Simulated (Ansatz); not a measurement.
Starting cell, ZrB2 (AlB2 type, space group P6/mmm):

```
ZrB2
1.0
    6.34286     0.00000     0.00000
   -1.58571     2.74654     0.00000
    0.00000     0.00000     3.54132
Zr B
2 4
Direct
  0.00000   0.00000   0.00000
  0.50000   0.00000   0.00000
  0.16667   0.66667   0.50000
  0.66667   0.66667   0.50000
  0.33333   0.33333   0.50000
  0.83333   0.33333   0.50000
```

The atoms are displaced by Q × the pattern below (from a DFPT mode at M = (0.5, 0.0, 0.0), largest move 1; Q in Å), at fixed cell. (q is in reciprocal vectors of the primitive cell; the cell shown is doubled to hold the pattern.)

```csv
atom,x,y,z
B3,0.866,0.500,0.000
B4,-0.866,-0.500,0.000
B5,0.866,0.500,0.000
B6,-0.866,-0.500,0.000
```

Atoms not listed stay in place.

Computed with PBE (plane waves to 420 eV, PAW, scalar-relativistic; Ansatz, a first-principles code). k mesh 17×17×13 (Γ-centred), Fermi-Dirac smearing 0.05 eV. The energy includes the smearing's −TS. With partly filled bands, energies and forces of such displacements shift with the k mesh and the smearing. ZrB2 is run without spin polarisation. ZrB2 was relaxed with its symmetry unable to fall. ΔE is measured from the undisplaced structure.

Give the computed ΔE (meV/cell) and −dE/dQ from forces (eV/Å) at Q (Å) = -0.187, -0.047, 0.093, 0.187, 0.233.


```
Q (Å)   ΔE (meV/cell)  −dE/dQ from forces (eV/Å)
------  -------------  -------------------------
-0.187           1599                     20.285
-0.047             84                      3.639
0.093             348                     -7.798
0.187            1599                    -20.285
0.233            2768                    -30.410
```

(A displaced cell: forces are minus the slopes of the energy, force constants its curvatures, and phonons follow from these.)
